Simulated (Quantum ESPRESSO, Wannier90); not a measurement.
# Wannier functions of CdS (zinc blende)

```
begin unit_cell_cart
ang
    0.0000000000    2.9429550000    2.9429550000
    2.9429550000    0.0000000000    2.9429550000
    2.9429550000    2.9429550000    0.0000000000
end unit_cell_cart
begin atoms_frac
Cd   0.0000000000  0.0000000000  0.0000000000
S   -0.2500000000 -0.2500000000 -0.2500000000
end atoms_frac
```

Cell from Materials Project (mp-2469), symmetrised, no further relaxation. COD (Crystallography Open Database) has the formula in 2 space groups, this one among them (matched by group alone). Computed values, not measurements, from PBEsol: Quantum ESPRESSO (norm-conserving PseudoDojo potentials, cutoff 82 Ry, no spin polarisation, no spin-orbit coupling) on a Γ-centred 10×10×10 mesh, then Wannier90. Density: 10×10×10 mesh, Gaussian smearing 0.01 Ry.

A tight-binding model is made by disentanglement and projection with no localisation steps (num_iter = 0), so the 8 orbitals stay atom-like: hydrogen-like Cd: s;p; S: s;p, axes along x, y, z; frozen window up to 2.45 eV relative to the valence-band maximum. It follows pw.x to 1.1 meV rms for states up to 1.9 eV relative to the valence-band maximum. Matrix elements depend on this choice of orbitals and windows. Bands 6–10 (Cd 4d 95 %) lie between the kept ones and are excluded.

### Question
What are the on-site energies relative to the valence-band maximum, and how fast do the hoppings decay?

### Answer
```json
[
 {"atom": "Cd1", "orbitals": "s", "energy (eV)": "1.34"},
 {"atom": "Cd1", "orbitals": "pz px py", "energy (eV)": "6.66"},
 {"atom": "S2", "orbitals": "s", "energy (eV)": "-10.51"},
 {"atom": "S2", "orbitals": "pz px py", "energy (eV)": "0.26"}
]
```

```
distance of the centres (Å)  largest modulus (eV)
---------------------------  --------------------
2–3                                           1.2
4–5                                          0.38
5–6                                         0.021
6–7                                         0.036
7–8                                         0.020
8–9                                        0.0083
9–10                                       0.0045
10–11                                      0.0031
11–12                                      0.0020
12–13                                      0.0032
```
